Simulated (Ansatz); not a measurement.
AgW:
Space group P4/mmm (No. 123); a = b = 2.6656 Å, c = 4.5542 Å, α = β = γ = 90.00°

```json
[
 {"atom": "Ag", "site": "1a", "symmetry": "4/mmm", "x": "0.0000", "y": "0.0000", "z": "0.0000"},
 {"atom": "W", "site": "1d", "symmetry": "4/mmm", "x": "0.5000", "y": "0.5000", "z": "0.5000"}
]
```

This is the r²SCAN-relaxed structure.

**Question.** All from DFT-r²SCAN in the program Ansatz with PAW potentials, unless another level is named. Give the density of states at the Fermi level.

**Answer.** 0.69 states/eV per atom (mean over ±0.08 eV).

**Question.** Next, the formation energy from the elements (no fitted shifts)?

**Answer.** 0.75 eV/atom.

The start of the workflow was typed in or built on a structure type; neither database checked (COD, Materials Project) lists it. Whether it is the stable phase at ambient conditions was not checked. The cell was relaxed with r²SCAN under the symmetry of its start. At this level the phase is mechanically unstable. The run is not spin-polarised. Its formation energy is positive at this level, so the cell may be metastable or incomplete. Axis ratios of metals converge slowly with the k-mesh, so a and c are less sure than the volume. The references are the lowest solids computed at this level, not always the standard phases. Spin–orbit coupling is left out wherever it is not named.

Potentials: the later of the program's two PAW sets.
